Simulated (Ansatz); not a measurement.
ZrCu:
```cif
data_Cu2Zr2
_chemical_formula_sum 'Zr2 Cu2'
_space_group_name_H-M_alt 'P21/m'
_space_group_IT_number 11
_space_group_name_Hall '-P 2yb'
_cell_length_a 3.27703
_cell_length_b 4.12568
_cell_length_c 5.29886
_cell_angle_alpha 90.000
_cell_angle_beta 103.399
_cell_angle_gamma 90.000
loop_
_atom_site_label
_atom_site_type_symbol
_atom_site_symmetry_multiplicity
_atom_site_Wyckoff_symbol
_atom_site_fract_x
_atom_site_fract_y
_atom_site_fract_z
_atom_site_occupancy
Zr1 Zr 2 e 0.36150 0.75000 0.20185 1
Cu1 Cu 2 e 0.06379 0.75000 0.64386 1
```

Relaxed with r²SCAN.

### Question
Which orbitals make up the states near the Fermi level in the program Ansatz at the r²SCAN level (PAW)?

### Answer
Within 0.5 eV of the Fermi level: Zr 4d 74 %, Cu 3d 9 %, outside the projected shells 11 %. Projections are on Löwdin-orthogonalised atomic valence shells; empty p or d shells of many metals are not among them.

### Question
Tabulate the density of states.

### Answer
States/eV per cell of 4 atoms, in 0.25 eV bins, energy from the Fermi level.

```csv
E (eV),total,Cu 3d,Zr 4d,Cu 4s
-7.80,0.00,0.00,0.00,0.00
-7.55,0.11,0.00,0.00,0.05
-7.30,0.21,0.00,0.00,0.10
-7.05,0.29,0.00,0.00,0.14
-6.80,0.38,0.00,0.01,0.18
-6.55,0.51,0.01,0.02,0.25
-6.30,0.59,0.02,0.03,0.29
-6.05,0.65,0.03,0.05,0.32
-5.80,0.74,0.05,0.08,0.36
-5.55,0.94,0.11,0.14,0.43
-5.30,1.45,0.31,0.30,0.58
-5.05,1.85,0.55,0.46,0.60
-4.80,1.89,0.77,0.43,0.45
-4.55,3.59,2.19,0.70,0.44
-4.30,10.44,8.41,1.35,0.26
-4.05,12.82,10.95,1.12,0.19
-3.80,12.36,11.04,0.81,0.17
-3.55,12.09,10.72,0.82,0.14
-3.30,11.96,11.09,0.58,0.08
-3.05,14.82,13.44,0.81,0.22
-2.80,4.10,2.50,0.78,0.46
-2.55,3.44,1.64,1.03,0.55
-2.30,1.03,0.38,0.33,0.19
-2.05,0.81,0.22,0.28,0.15
-1.80,1.32,0.24,0.64,0.14
-1.55,2.22,0.32,1.25,0.16
-1.30,3.18,0.37,2.03,0.15
-1.05,3.11,0.34,2.01,0.14
-0.80,2.43,0.21,1.69,0.10
-0.55,3.33,0.29,2.38,0.14
-0.30,4.77,0.45,3.53,0.14
-0.05,3.52,0.33,2.65,0.06
0.20,2.98,0.28,2.21,0.07
0.45,4.27,0.38,3.08,0.13
0.70,4.20,0.33,3.16,0.11
0.95,3.41,0.23,2.57,0.09
1.20,2.68,0.17,2.08,0.06
1.45,2.21,0.13,1.80,0.04
1.70,1.59,0.09,1.31,0.03
1.95,1.38,0.07,1.15,0.03
2.20,2.51,0.12,2.15,0.04
2.45,2.95,0.13,2.56,0.03
2.70,3.48,0.14,3.06,0.03
2.95,3.84,0.15,3.41,0.04
3.20,3.70,0.12,3.24,0.05
3.45,3.45,0.09,2.94,0.06
3.70,3.47,0.08,2.95,0.06
```

Space group P2_1/m. The first step of the workflow began from a Materials Project structure, measured or hypothetical; the Crystallography Open Database copy checked does not list it. Its standing as an ambient phase is unchecked. The r²SCAN relaxation kept the symmetry of its start; whether a distortion lowers the energy is not shown. No spin polarisation was allowed. Spin–orbit coupling is left out wherever it is not named.

Potentials: the later of the program's two PAW sets.
